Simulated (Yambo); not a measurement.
BSE-type run in Yambo on RbIO$_{3}$ (space group R3m, No. 160), at zero momentum.

Quantum ESPRESSO step (LDA, PseudoDojo standard norm-conserving files, scalar-relativistic):
```
&CONTROL
  calculation = 'nscf'
  pseudo_dir = './pseudo'
  outdir = './out'
/
&SYSTEM
  ibrav = 0
  nat = 5
  ntyp = 3
  ecutwfc = 84.0
  ecutrho = 336.0
  occupations = 'fixed'
  force_symmorphic = .true.
  nbnd = 55
/
&ELECTRONS
  conv_thr = 5e-09
  diago_full_acc = .true.
  diago_thr_init = 1e-08
/
ATOMIC_SPECIES
O 15.9990 O.upf
Rb 85.4678 Rb.upf
I 126.9045 I.upf
CELL_PARAMETERS angstrom
  3.187730147000   1.840436859000   2.622110000000
 -3.187730147000   1.840436859000   2.622110000000
  0.000000000000  -3.680873717000   2.622110000000
ATOMIC_POSITIONS crystal
O   0.036530000000   0.601940000000   0.036530000000
O   0.036530000000   0.036530000000   0.601940000000
O   0.601940000000   0.036530000000   0.036530000000
Rb   0.515640000000   0.515640000000   0.515640000000
I   0.001050000000   0.001050000000   0.001050000000
K_POINTS automatic
6 6 6 0 0 0
```

Yambo input:
```
rim_cut
optics
bse
bss
dipoles
em1s
RandQpts= 1000000
RandGvec= 1 Ry
FFTGvecs= 40 Ry
Chimod= "HARTREE"
BSKmod= "SEX"
BSEmod= "resonant"
BSSmod= "hs"
BSENGexx= 15 Ry
BSENGBlk= 3 Ry
% KfnQP_E
 1.732 | 1.0 | 1.0 |
%
% BSEQptR
 1 | 1 |
%
% BSEBands
 9 | 20 |
%
% BEnRange
 0.0 | 10.7 | eV
%
% BDmRange
 0.15 | 0.15 | eV
%
BEnSteps= 214
% BLongDir
 0.0 | 0.0 | 1.0 |
%
BSHayTrs= -0.02
BSSNEig= 24
WRbsWF
% BndsRnXs
 1 | 50 |
%
NGsBlkXs= 3 Ry
% LongDrXs
 1.0 | 1.0 | 1.0 |
%
```

From the report:

The dimension is k points × valence × conduction bands = 216 × 9 × 3 = 5832.
```
  [SLEPC] Approach                          : Krylov-Schur
  [SLEPC] Number of requested eigenvalues   :  24
  [SLEPC] Number of eigenvalues        [NEV]:  24
   [K] Dimension                                    :   5832
   [K] Bands                                        :   9  20
   [K] Exchange res                                 : yes
   [K] Correlation res                              : yes
   [K] W interaction is bare                        : no
   [K] RL vectors exchange                          :   631
   [K] RL vectors correlation                       :   63
   [W] Matrix size                                  :   63
   [W] Bands                                        :    1   50
   [W] Coulomb Cutoff                               : none
   [W] Hxc Kernel                                   : HARTREE
```

Spin-orbit coupling is not included.

Geometry of the Materials Project entry, not relaxed at this level.

The structure is a Materials Project entry; no match was found in the copy of COD used, and its stability was not checked.
